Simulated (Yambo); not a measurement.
Material: MgO (rock salt, space group Fm-3m, No. 225); a = 2.966 Å, b = 2.966 Å, c = 2.966 Å, α = 60.00°, β = 60.00°, γ = 60.00° (2 atoms in the cell). The geometry is that of Materials Project entry mp-1265, symmetrised and not relaxed again.

With norm-conserving PBE (Quantum ESPRESSO, 84 Ry, scalar-relativistic), the gap between the mesh's edge points (Γ → Γ) is 4.895 eV.

### Question
What does a G0W0 run in Yambo give for it (6×6×6 Γ-centred k mesh, bands 2 to 71 and a 14 Ry block in the screening, 71 bands in G with the Bruneval-Gonze terminator, plasmon pole fitted at 27.2 eV)?

### Answer
The correction is 2.362 eV, giving 7.257 eV, 1.5 times the PBE value.  Nearest settings tried, and what they do to the gap: 25 bands in W, 25 bands in G: +63 meV; 33 bands in W: -6 meV; 11 Ry block (89 vectors against 137): -79 meV. Not varied: mesh. So the settings aren't converged at that level.
